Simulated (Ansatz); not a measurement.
## Computed properties of SnTe₂

SnTe$_{2}$:
```xyz
3
Lattice="2.0833 1.2028 6.4032 -2.0833 1.2028 6.4032 0.0000 -2.4056 6.4032" Properties=species:S:1:pos:R:3 pbc="T T T"
Sn     0.0000     0.0000     0.0000
Te     0.0000     0.0000     4.6628
Te     0.0000     0.0000    14.5467
```

Space group R-3m (No. 166); conventional cell a = b = 4.1666 Å, c = 19.2095 Å, α = β = 90.00°, γ = 120.00°.

Method: DFT-r²SCAN+D4 in the program Ansatz with PAW potentials. The cell and atoms are relaxed at this level. Other levels are named where they apply.

### Cell and energy

```yaml
volume_per_atom: 32.09 Å³
density: 6.45 g/cm³
Formation energy from the elements (no fitted shifts): -0.13 eV/atom
```

### Electronic structure

```yaml
electronic_character: metallic (no gap)
Density of states at the Fermi level: 0.49 states/eV per atom (mean over ±0.08 eV)
```

### Charges

```yaml
bader_charges: Sn +0.85, Te -0.42 e
```

A made-up cell: these elements were put on the sites of a structure type; neither database checked (COD, Materials Project) lists it. Whether it is the stable phase at ambient conditions was not checked. The r²SCAN+D4 relaxation kept the symmetry of its start; whether a distortion lowers the energy is not shown. The references are the lowest solids computed at this level, not always the standard phases. Spin–orbit coupling is left out wherever it is not named.

Potentials: the earlier of the program's two PAW sets.
